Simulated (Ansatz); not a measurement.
Pd3PtS8: relaxed-ion elastic tensor

These are results of DFT PBE, scalar-relativistic, plane waves, PAW in Ansatz, not measurements. Plane waves to 420 eV; Γ-centred k mesh 6×6×4; fixed occupations. No spin polarisation.

Equilibrium structure at this level:
```xyz
12
Lattice="7.1213 0.0000 0.0000 -3.5606 6.1672 0.0000 0.0000 0.0000 6.4142" Properties=species:S:1:pos:R:3 pbc="T T T"
Pd    1.7803    3.0836    0.0000
Pd    3.5606    0.0000    0.0000
Pd   -1.7803    3.0836    0.0000
Pt    0.0000    0.0000    0.0000
S     3.5606    4.1159    5.1774
S     5.3447    1.0257    5.1774
S     0.0000    4.1115    5.1771
S     1.7765    1.0257    5.1774
S     1.7841    5.1415    1.2369
S     3.5606    2.0557    1.2371
S    -1.7841    5.1415    1.2369
S     0.0000    2.0513    1.2369
```

The structure comes from a generated guess, relaxed at this level; another structure or a mixture of phases may lie lower. Spin–orbit coupling is left out, which matters for heavy elements. No dispersion correction is applied, so modes and constants that involve weak contacts between layers, chains or molecules come out too soft.

Task: Give the relaxed-ion elastic constants (GPa, Voigt order xx yy zz yz xz xy, on the Cartesian axes of the cell above).

Result:
C11 = 112.3, C12 = 31.4, C13 = 1.5, C14 = -0.2, C22 = 112.3, C23 = 1.5, C24 = 0.2, C33 = 1.5, C44 = 0.3, C55 = 0.3, C56 = -0.2, C66 = 40.5 GPa; the others vanish.

Task: Is the crystal stable against homogeneous strain?

Result: Yes: the least eigenvalue of the tensor is 0.3 GPa.

Task: And the moduli of a polycrystal (Hill averages)?

Result: B = 17 GPa, G = 11 GPa, E = 27 GPa, ν = 0.24.
